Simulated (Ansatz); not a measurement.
YbAl$_{2}$Ge$_{2}$ in space group P-3m1 (No. 164; Yb on 1a, Ge on 2d, Al on 2d), PBE (plane waves, PAW; program Ansatz), all energies at zero smearing, with the estimated change up to a 700 eV cutoff added, with one set of potentials and settings (totals compare only within such a set). Cell of 5 atoms (1 Yb, 2 Ge, 2 Al): -23462.003 eV.

```json
[
 {"element": "Yb", "reference phase": "Fm-3m, 1 atoms in the cell", "E (eV/atom)": "-13795.0278"},
 {"element": "Ge", "reference phase": "Fd-3m, 2 atoms in the cell", "E (eV/atom)": "-4294.9847"},
 {"element": "Al", "reference phase": "Fm-3m, 1 atoms in the cell", "E (eV/atom)": "-537.5049"}
]
```

Formation energy per atom, worked out: (-23462.003 − 1×(-13795.0278) − 2×(-4294.9847) − 2×(-537.5049))/5 = -0.399 eV/atom (-39 kJ per mol of atoms), at 0 K, without zero-point energy or fitted corrections.

The workflow started from an entry of the Crystallography Open Database (COD, 293 K). Its standing as an ambient phase is unchecked. The cell was relaxed with PBE under the symmetry of its start; its stability against distortions is not shown here. The workflow began spin-polarised and lost its moments. The 4f shell is in the valence. No Hubbard U is applied. The references are the lowest solids computed at this level, not always the standard phases. Spin–orbit coupling is left out wherever it is not named.

Potentials: the later of the program's two PAW sets.
